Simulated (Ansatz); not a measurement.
Sheets of one type (M2XT2 MXene (fcc sites)-type), r²SCAN+D4 (plane waves, PAW; program Ansatz); HSE06 gaps on those cells.

| layer | a (Å) | thickness (Å) |
|---|---|---|
| Hf2CF2 | … | … |
| W2CF2 | 2.820 | 5.90 |
| Hf2F2N | 3.239 | 4.92 |
| Hf2CO2 | 3.256 | 4.59 |

Question: What belongs in the gaps?

Answer: 
- Hf2CF2, a (Å): 3.251
- Hf2CF2, thickness (Å): 5.06

Began spin-polarised and lost the moments: Hf2F2N, M2XT2 MXene (fcc sites)-type layer. All cells were relaxed under the symmetry of their starts (and spin orders); stability against distortions was not tested throughout. Rows with no word on spin ran without spin polarisation. No Hubbard U is applied. Spin–orbit coupling is left out wherever it is not named. Constructed layers (a layer type filled with these elements): Hf2CF2, M2XT2 MXene (fcc sites)-type layer; W2CF2, M2XT2 MXene (fcc sites)-type layer; Hf2F2N, M2XT2 MXene (fcc sites)-type layer; Hf2CO2, M2XT2 MXene (fcc sites)-type layer.

Potentials: the later of the program's two PAW sets.
